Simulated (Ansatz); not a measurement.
Pd (fcc, Cu type)

```yaml
crystal:
  lattice:
    - [3.94259, 0.00000, 0.00000]
    - [0.00000, 3.94259, 0.00000]
    - [0.00000, 0.00000, 3.94259]
  atoms:
    - { symbol: Pd, position: [0.00000, 0.00000, 0.00000] }
    - { symbol: Pd, position: [0.50000, 0.50000, 0.00000] }
    - { symbol: Pd, position: [0.50000, 0.00000, 0.50000] }
    - { symbol: Pd, position: [0.00000, 0.50000, 0.50000] }
```

In each cell atom 3 (Pd, nearest neighbour Pd at 2.788 Å; its periodic images, 3.9 Å or more away, move with it) moves by s·(0.577, 0.577, 0.577) (along Cartesian [111]), the rest being held.

The numbers are results of PBE (plane waves to 420 eV, PAW, scalar-relativistic; Ansatz, an electronic-structure program), not measurements. k mesh 10×10×10 (Γ-centred), Fermi-Dirac smearing 0.05 eV. E stands for the smeared free energy. With partly filled bands, energies and forces of such displacements shift with the k mesh and the smearing. Pd is run without spin polarisation. Pd was relaxed with its symmetry unable to fall. The PAW data are Ansatz's earlier set. The zero of ΔE is the undisplaced structure.

The scan covers s from -0.280 to 0.280 Å in 11 points.

Is the energy the same for equal positive and negative displacements?

Even: the same for both signs. With its periodic images moving along, the atom's site symmetry in this cell is m-3m.

What is the force constant k = d²E/ds² of this move at s = 0?

8.50 eV/Å².

(A displaced cell: forces are minus the slopes of the energy, force constants its curvatures, and phonons follow from these.)
